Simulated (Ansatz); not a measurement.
**Structures of CuSb3: which is lowest?**

Plane-wave DFT in Ansatz with scalar-relativistic PAW potentials, cutoff 420 eV, Γ-centred meshes chosen by cell and gap, Gaussian smearing with energies taken to zero width. Every cell was relaxed (cell and atoms) in a run of its own, within the symmetry of its start. Functional: PBE.

Relaxed structures (starts from databases or built by putting these elements on another compound's sites):
A. P6_3/mmc, 8 atoms in the computed cell, a = 7.834 Å, c = 3.938 Å; sites (symmetry × multiplicity) Cu -6m2 × 2, Sb mm2 × 6; start: built
B. Pm-3m, 4 atoms in the computed cell, a = 4.593 Å; sites (symmetry × multiplicity) Cu m-3m × 1, Sb 4/mm.m × 3; start: built

Q: Rank them by energy. Could pressure change the order?

A:
```tsv
structure	group	E − E(lowest) (meV/atom)	V (Å³/atom)	gap on mesh (eV)
A	P6_3/mmc	0.0	26.16	0.00
B	Pm-3m	233	24.22	0.00
```

A is lowest, 233 meV/atom under B. B is denser by 1.94 Å³/atom, so pressure favours it: ΔE/ΔV, with ΔE in eV and 1 eV/Å³ = 160.2 GPa, gives about 19 GPa for equal enthalpy if both cells were rigid; at such pressures compression changes ΔV much, so this is a scale only. Other structures may lie lower than all of these, and vibrations aren't counted.

Spin-orbit coupling is left out, which matters for the bands of heavy elements.